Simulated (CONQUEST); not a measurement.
## Small calculations from the output for ZnSe (F-43m, 8 atoms in the cell; from Materials Project mp-1190)

```
ZnSe
1.0
    5.66489     0.00000     0.00000
    0.00000     5.66489     0.00000
    0.00000     0.00000     5.66489
Zn Se
4 4
Direct
  0.00000   0.00000   0.00000
  0.00000   0.50000   0.50000
  0.50000   0.00000   0.50000
  0.50000   0.50000   0.00000
  0.25000   0.25000   0.25000
  0.25000   0.75000   0.75000
  0.75000   0.25000   0.75000
  0.75000   0.75000   0.25000
```

Computed with CONQUEST with PBE, numerical atomic orbitals double-zeta with polarisation (the shipped basis), PseudoDojo norm-conserving potentials made for PBE.

Main settings: basis = DZP; Diag.MPMeshX, Y, Z = 3 3 3; potentials = PseudoDojo norm-conserving PBE; Grid.GridCutoff = 140 Ha; DM.SolutionMethod = diagon; Diag.SmearingType = 1; Diag.kT = 0.000367 Ha; Diag.GammaCentred = true.

The program uses no crystal symmetry, so grid and mesh can part values that symmetry would make equal. The atom-centred basis is finite, which shifts total energies and pressures against plane waves. The structure comes from a collection of computed structures, made at another level of theory; the collection holds predicted forms beside known ones.

The cell was also run at V = 179.974 Å³ (F = -35951.65804 eV, P = 4.99 GPa) and V = 183.610 Å³ (F = -35951.75789 eV, P = 3.73 GPa), scaled uniformly; the base has V = 181.792 Å³, P = 4.42 GPa and F₀ = -35951.71162 eV.

Check the pressure against the energies, and estimate the bulk modulus.

P = −dF/dV ≈ −(-0.09985 eV)/(3.636 Å³) = 0.02746 eV/Å³; times 160.218 GPa per eV/Å³ this is 4.40 GPa, against 4.42 GPa from the stress tensor. B = −V dP/dV ≈ −181.792 × (-1.26 GPa)/(3.636 Å³) = 63 GPa at this volume. The curvature of the energies, B = V (F₊ + F₋ − 2F₀)/(ΔV/2)², gives 64 GPa. Shape and fractional positions were held, which usually makes B too large where they are free.
